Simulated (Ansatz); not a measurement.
Calculated with Ansatz: Rb2YGaF6, relaxation

Input:

```yaml
crystal:
  lattice:
    - [0.0, 4.459859, 4.459859]
    - [4.459859, 0.0, 4.459859]
    - [4.459859, 4.459859, 0.0]
  atoms:
    - { symbol: F, position: [0.756, 0.244, 0.244] }
    - { symbol: F, position: [0.244, 0.756, 0.244] }
    - { symbol: F, position: [0.244, 0.756, 0.756] }
    - { symbol: F, position: [0.756, 0.244, 0.756] }
    - { symbol: F, position: [0.244, 0.244, 0.756] }
    - { symbol: F, position: [0.756, 0.756, 0.244] }
    - { symbol: Ga, position: [0.5, 0.5, 0.5] }
    - { symbol: "Y", position: [0.0, 0.0, 0.0] }
    - { symbol: Rb, position: [0.25, 0.25, 0.25] }
    - { symbol: Rb, position: [0.75, 0.75, 0.75] }
  symmetry: { tolerance: 0.0003 }
kpoints:
  mp_grid: { grid: [5, 5, 5], shift: [0, 0, 0] }
magnetization:
  spin_polarized: false
scf:
  occupations: { method: fermi_dirac, width: 0.0805 }
  lower_state_search: "off"
hamiltonian:
  pseudopotentials: { kind: paw }
  xc: r2scan
basis:
  ecutwfc: 500
  fft_grid_basis: typed
relax:
  max_steps: 40
  f_tol: 0.03
output:
  forces: true
  stress: true
  eigenvalues: true
  bader: true
  populations: true
  elf: true
  write_potential: true
  volumetric_format: npy
  dos:
    e_range: [-12, 8]
    de: 0.05
    projected: { site_lists: { F: [F], Ga: [Ga], Rb: [Rb], "Y": ["Y"] } }
checkpoint:
  read: saved_state
```

Run with:

```bash
ansatz run input.yaml --threads 2 --pin off --max-ram 2560MiB --backend cpu --events-out ev --progress --plain --runs-dir out
```

Origin of the cell: a known structure type with other elements, at an estimated volume, so it need not be a known compound.

The saved state is a converged single point of the same cell.

Steps:

```
step  ΔF (meV/atom)  max force component (eV/Å)  SCF iterations  step was
   1            0.0                       1.030               6  accepted
   2          -16.5                       0.211               5  accepted
   3          -17.2                       0.007               4  accepted
   4          -17.2                       0.008               4  accepted
```

Step 1, with forces in eV/Å:

```xyz
10
Lattice="0.000 4.460 4.460 4.460 0.000 4.460 4.460 4.460 0.000" Properties=species:S:1:pos:R:3:forces:R:3 pbc="T T T" step=1
F     2.176    4.460    4.460   -1.030    0.000    0.000
F     4.460    2.176    4.460    0.000   -1.030    0.000
F     6.743    4.460    4.460    1.030    0.000    0.000
F     4.460    6.743    4.460    0.000    1.030    0.000
F     4.460    4.460    2.176    0.000    0.000   -1.030
F     4.460    4.460    6.743    0.000    0.000    1.030
Ga    4.460    4.460    4.460    0.000    0.000    0.000
Y     0.000    0.000    0.000    0.000    0.000    0.000
Rb    2.230    2.230    2.230    0.000    0.000    0.000
Rb    6.690    6.690    6.690    0.000    0.000    0.000
```

Step 2, with forces in eV/Å:

```xyz
10
Lattice="0.000 4.460 4.460 4.460 0.000 4.460 4.460 4.460 0.000" Properties=species:S:1:pos:R:3:forces:R:3 pbc="T T T" step=2
F     2.112    4.460    4.460    0.211    0.000    0.000
F     4.460    2.112    4.460    0.000    0.211    0.000
F     6.807    4.460    4.460   -0.211    0.000    0.000
F     4.460    6.807    4.460    0.000   -0.211    0.000
F     4.460    4.460    2.112    0.000    0.000    0.211
F     4.460    4.460    6.807    0.000    0.000   -0.211
Ga    4.460    4.460    4.460    0.000    0.000    0.000
Y     0.000    0.000    0.000    0.000    0.000    0.000
Rb    2.230    2.230    2.230    0.000    0.000    0.000
Rb    6.690    6.690    6.690    0.000    0.000    0.000
```

Step 4, with forces in eV/Å:

```xyz
10
Lattice="0.000 4.460 4.460 4.460 0.000 4.460 4.460 4.460 0.000" Properties=species:S:1:pos:R:3:forces:R:3 pbc="T T T" step=4
F     2.123    4.460    4.460   -0.008    0.000    0.000
F     4.460    2.123    4.460    0.000   -0.008    0.000
F     6.797    4.460    4.460    0.008    0.000    0.000
F     4.460    6.797    4.460    0.000    0.008    0.000
F     4.460    4.460    2.123    0.000    0.000   -0.008
F     4.460    4.460    6.797    0.000    0.000    0.008
Ga    4.460    4.460    4.460    0.000    0.000    0.000
Y     0.000    0.000    0.000    0.000    0.000    0.000
Rb    2.230    2.230    2.230    0.000    0.000    0.000
Rb    6.690    6.690    6.690    0.000    0.000    0.000
```

```yaml
Free_energy_lowered_by: 17.2 meV/atom
Final_pressure: 5.28 GPa
Relaxation_steps_listed: 4
```

Caveats: the SCF threshold is looser than advised for a stress; the relaxation held the start's symmetry, so the end may be a saddle point.

The run took 59 s of wall time on 2 CPU thread(s) of a shared host, from a saved density.
